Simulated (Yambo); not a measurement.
Yambo run on MgH2 (space group Pca2_1, No. 29). The wavefunctions are PBEsol (pw.x of Quantum ESPRESSO, ONCV potentials, without SOC) ones on a 2×2×2 mesh (24 occupied bands); a = 4.864 Å, b = 4.646 Å, c = 4.739 Å, α = 90.00°, β = 90.00°, γ = 90.00°.

Yambo input:

```
rim_cut
gw0
dyson
el_el_corr
HF_and_locXC
ppa
em1d
RandQpts= 1000000
RandGvec= 1 Ry
EXXRLvcs= 84 Ry
VXCRLvcs= 336 Ry
Chimod= "HARTREE"
% BndsRnXp
 17 | 159 |
%
NGsBlkXp= 6 Ry
% LongDrXp
 1.0 | 1.0 | 1.0 |
%
PPAPntXp= 27.2114 eV
% GbndRnge
 1 | 159 |
%
GTermKind= "BG"
DysSolver= "n"
ExtendOut
% QPkrange
 1 | 1 | 24 | 24 |
 3 | 3 | 24 | 25 |
%
```

k points by index: 1 = Γ, 3 = (0, -0.5, 0).

Table of the .qp output:

```
#    K-point    Band    Eo [eV]    E [eV]    E-Eo [eV]    Vxc [eV]    Vnlxc [eV]    Sc|Eo [eV]    Sc|E [eV]    dSc/dw|Eo [eV]    Re(Z)    Im(Z)
#
    1    24    0.000000    -0.960238    -0.960238    -11.57856    -14.64727    1.844845    2.108470    -7.469497    0.784618    -0.001728
    3    24    -0.023445    -0.999159    -0.975714    -11.60814    -14.73451    1.882370    2.150649    -7.480822    0.784362    -0.001729
    3    25    2.078726    2.734578    0.655853    -8.974853    -4.621474    -3.542864    -3.697526    -6.415374    0.809215    -0.001607
```
(The two width columns are left out.) Convergence of these settings isn't established.

Geometry of the Materials Project entry, not relaxed at this level.

The structure is a Materials Project entry; no match was found in the copy of COD used, and its stability was not checked.
